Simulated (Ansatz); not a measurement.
# Nuclear-site quantities of ScB₂ as the cell is scaled

```xyz
3
Lattice="3.1500 0.0000 0.0000 -1.5750 2.7280 0.0000 0.0000 0.0000 3.5200" Properties=species:S:1:pos:R:3 pbc="T T T"
Sc    0.0000    0.0000    0.0000
B     0.0000    1.8187    1.7600
B     1.5750    0.9093    1.7600
```

Atom numbers follow the list: Sc1, B2, B3.

The geometry is COD entry 1510831, unchecked; take it as a test cell.

Spin polarisation is left out, and whether a magnetic state lies lower isn't shown here.

Level of theory: DFT, PBEsol, all-electron PAW with datasets made for the crystal, scalar-relativistic in Ansatz 0.2.0.

Settings: a Γ-centred 12×12×9 k mesh, Fermi–Dirac smearing of 0.03 eV, cutoff 320 eV (chosen by the program for this cell), no spin polarisation.

The contact density is the mean electron density over the nuclear volume; its changes follow the s electrons' response to bonding and compression. Changes below are taken from the unscaled cell, where it is 48471.1 e/Å³ at Sc1, 481.593 e/Å³ at B2.

Volumes at which the program chose other datasets or cutoffs are left out.

| V/V(cell) | P (GPa) | Δρ(0) Sc1 (e/Å³) | Δρ(0) B2 (e/Å³) |
| --- | --- | --- | --- |
| 0.9400 | 7.9 | ? | ? |
| 0.9800 | -1.0 | 0.11 | 0.03 |
| 1.0000 | -4.9 | 0.00 | 0.00 |
| 1.0100 | -6.6 | ? | -0.01 |

**Question.** Fill in "Δρ(0) B2 (e/Å³)" for the row "0.9400".

**Answer.** 0.09.

**Question.** Give the missing entry: row "1.0100", column "Δρ(0) Sc1 (e/Å³)".

**Answer.** -0.06.

**Question.** Fill in "Δρ(0) Sc1 (e/Å³)" for the row "0.9400".

**Answer.** 0.36.

The datasets are made afresh for each cell, so very small changes are uncertain.
